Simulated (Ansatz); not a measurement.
Clean, relaxed (110) surface of CoSi$_{2}$, space group Fm-3m (No. 225) (top face towards +c; atoms held fixed, by place in the list: 1, 2, 3, 4, 5, 6, 7, 8, 9, 10, 11, 12):

```
CELL_PARAMETERS angstrom
7.50131 0.00000 0.00000
0.00000 5.30423 0.00000
0.00000 0.00000 22.62599
ATOMIC_POSITIONS crystal
Co 0.25000 0.50000 0.37567
Co 0.75000 0.50000 0.37567
Si 0.50000 0.75000 0.37567
Si 0.00000 0.75000 0.37567
Si 0.50000 0.25000 0.37567
Si 0.00000 0.25000 0.37567
Co 0.50000 0.00000 0.45856
Co 0.00000 0.00000 0.45856
Si 0.75000 0.25000 0.45856
Si 0.25000 0.25000 0.45856
Si 0.75000 0.75000 0.45856
Si 0.25000 0.75000 0.45856
Co 0.75000 0.50000 0.54050
Co 0.25000 0.50000 0.54050
Si 0.00000 0.75333 0.54333
Si 0.50000 0.75333 0.54333
Si 0.00000 0.24667 0.54333
Si 0.50000 0.24667 0.54333
Co 0.00000 0.00000 0.62683
Co 0.50000 0.00000 0.62683
Si 0.25000 0.25498 0.62395
Si 0.75000 0.25498 0.62395
Si 0.25000 0.74502 0.62395
Si 0.75000 0.74502 0.62395
```

Theory: DFT PBE+D3(BJ), scalar-relativistic, plane waves, PAW in Ansatz 0.2.0. Plane waves to 420 eV, a k mesh through Γ of 4×6×1 on the computed 24-atom cell and Gaussian smearing (0.10 eV); no spin polarisation. A dipole correction removes the field between periodic images along c.

The adsorption energy is E(slab + adsorbate) − E(slab) − E(free adsorbate, spin-polarised where open-shell). With the adsorbate the cell is lengthened along c to keep the vacuum.

Problem. Se (atom) is put on the top face (one adsorbate per 39.8 Å²) at each of these sites and relaxed. Order them from strongest to weakest binding.
A. hollow (Si-Co-Si) at (0.83, 0.00)
B. top (Co) at (0.50, 0.00)

Solution. A (-3.92 eV), B (-3.01 eV).

Each end is the local minimum or symmetric point that its start leads to. The slab is only 5.6 Å thick, so the energies aren't converged with thickness.

Spin polarisation was left out, and a magnetic state may lie lower. An atom lies near a switch of its D3 coefficient C6 between reference coordination numbers, so the dispersion energy changes steeply there and can make or shift the minimum.